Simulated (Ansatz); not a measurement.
# Profile along the Re–Re line in Re (hcp, Mg type)

Re (hcp, Mg type)

Space group P6₃/mmc (No. 194); a = b = 2.7577 Å, c = 4.4625 Å, α = β = 90.00°, γ = 120.00°

```
atom  site  symmetry       x       y       z
----  ----  --------  ------  ------  ------
Re      2d      -6m2  0.6667  0.3333  0.2500
```

Fields along a shortest Re–Re line of a (-1 1 0 2) plane (2.76 Å), from Re to Re, interpolated on the slice's grid (step about 0.2 Å). Method: r2SCAN (plane waves to 500 eV, PAW, scalar-relativistic; Ansatz, a program for electronic structure). k mesh 19×19×11. Near the nuclei the fields are pseudised (PAW); where an atom keeps semicore shells as valence, they peak there. Re is run without spin polarisation. Re was relaxed with its symmetry unable to fall. Spin-orbit coupling is left out, though Re is heavy. The PAW data are Ansatz's earlier set.

| distance from Re (Å) | valence electron density (e/Å³) | electron localisation function |
|---|---|---|
| 0.00 | 6.78 | x |
| 0.14 | 6.95 | x |
| 0.28 | 6.95 | x |
| 0.41 | 6.19 | x |
| 0.55 | 4.65 | 0.72 |
| 0.69 | 2.89 | 0.63 |
| 0.83 | 1.56 | 0.45 |
| 0.97 | 0.86 | 0.30 |
| 1.10 | 0.56 | 0.27 |
| 1.24 | 0.45 | 0.33 |
| 1.38 | 0.42 | 0.38 |
| 1.52 | 0.45 | 0.33 |
| 1.66 | 0.56 | 0.27 |
| 1.79 | 0.86 | 0.30 |
| 1.93 | 1.56 | 0.45 |
| 2.07 | 2.89 | 0.63 |
| 2.21 | 4.65 | 0.72 |
| 2.35 | 6.19 | x |
| 2.48 | 6.95 | x |
| 2.62 | 6.95 | x |
| 2.76 | 6.78 | x |

x: too close to a nucleus for the ELF to mean much.

Density on the Re–Re line (2.76 Å) at its midpoint: 0.42 e/Å³. ELF at that point: 0.38.
